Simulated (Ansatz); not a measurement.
Ge (space group P4_32_12)

```yaml
crystal:
  lattice:
    - [5.92896, 0.00000, 0.00000]
    - [0.00000, 5.92896, 0.00000]
    - [0.00000, 0.00000, 6.95422]
  atoms:
    - { symbol: Ge, position: [0.08837, 0.08837, 0.00000] }
    - { symbol: Ge, position: [0.41163, 0.58837, 0.75000] }
    - { symbol: Ge, position: [0.91163, 0.91163, 0.50000] }
    - { symbol: Ge, position: [0.58837, 0.41163, 0.25000] }
    - { symbol: Ge, position: [0.17187, 0.36905, 0.25768] }
    - { symbol: Ge, position: [0.13095, 0.67187, 0.00768] }
    - { symbol: Ge, position: [0.82813, 0.63095, 0.75768] }
    - { symbol: Ge, position: [0.86905, 0.32813, 0.50768] }
    - { symbol: Ge, position: [0.67187, 0.13095, 0.99232] }
    - { symbol: Ge, position: [0.63095, 0.82813, 0.24232] }
    - { symbol: Ge, position: [0.32813, 0.86905, 0.49232] }
    - { symbol: Ge, position: [0.36905, 0.17187, 0.74232] }
```

The slice is a (0 -1 1) plane (indices of the conventional cell) through the point (0.672, 0.131, 0.992) (fractional), spanned by u = [100] and v = [011] in vectors of this cell: u (5.93 Å) and v (9.14 Å, at 90° to u). It covers one period; positions are fractions (u, v).

The numbers are results of PBEsol (plane waves to 420 eV, PAW, scalar-relativistic; Ansatz, an electronic-structure program), not measurements. k mesh 5×5×4. Near the nuclei the fields are pseudised (PAW); where an atom keeps semicore shells as valence, they peak there. Ge was relaxed with its symmetry unable to fall. This is one of several known forms of Ge; the measured ambient cells at hand have space group No. 227.

Question: Sketch the density of the highest valence band (whole band, smooth part) on this plane as a map.

Answer: 
```tsv
v \ u	0.00	0.15	0.31	0.46	0.62	0.77	0.92
0.90	0.013	0.011	0.013	0.013	0.008	0.009	0.015
0.80	0.002	0.003	0.002	0.002	0.003	0.004	0.002
0.70	0.005	0.019	0.009	0.001	0.005	0.005	0.002
0.60	0.003	0.015	0.007	0.004	0.020	0.017	0.002
0.50	0.001	0.002	0.002	0.002	0.007	0.006	0.001
0.40	0.006	0.004	0.005	0.006	0.004	0.004	0.006
0.30	0.007	0.004	0.012	0.008	0.020	0.020	0.002
0.20	0.018	0.004	0.006	0.007	0.013	0.009	0.011
0.10	0.020	0.008	0.006	0.021	0.007	0.003	0.019
0.00	0.001	0.024	0.012	0.004	0.006	0.007	0.007
```

Values: density of the highest valence band (whole band, smooth part) in e/Å³.
